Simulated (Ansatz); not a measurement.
A geometry of CoCl2 away from equilibrium: step 2 of the relaxation of a relaxed CoCl2 cell, doubled along one cell vector, shaken by Gaussian noise of σ = 0.08 Å a coordinate. Method: PBE (plane waves to 420 eV, PAW, scalar-relativistic; Ansatz, a first-principles code). Γ-centred k-mesh 6×6×2 on the run's cell (coarser than for final values), Fermi–Dirac smearing 0.05 eV.

```
CELL_PARAMETERS angstrom
      4.69646     0.06629     0.00006
     -2.29082     3.97663    -0.00122
      0.00015    -0.00353    11.99322
ATOMIC_POSITIONS crystal
  Cl 0.30845 0.63643 0.99954
  Cl 0.34361 0.68026 0.50533
  Cl 0.64331 0.30363 0.01265
  Cl 0.68452 0.34974 0.50378
  Co 0.01448 0.00270 0.00612
  Co 0.02989 0.03558 0.50402
```
Spin-polarised start, with parallel moments on Co.

Question: Give the Cartesian forces on all atoms (eV/Å).

Answer: 
```csv
atom,Fx,Fy,Fz
Cl1,-0.43,-0.25,-0.25
Cl2,-0.22,-0.18,0.02
Cl3,0.21,0.02,0.25
Cl4,0.11,-0.02,-0.04
Co5,0.22,0.23,0.00
Co6,0.11,0.20,0.02
```

Question: What is the pressure?

Answer: +0.3 GPa, compression positive.

Spin state reached: antiferromagnetic (net 0.00 μB/atom), from parallel starting moments; other spin orders were not run from this start. No Hubbard U is applied. Without a van der Waals term the distances between weakly bound units are poorly fixed.

The end of the path is a generated cell of CoCl2: the first start was made by a random draw of sites in a space group, and the end was not matched to a known phase here, so it may be hypothetical.
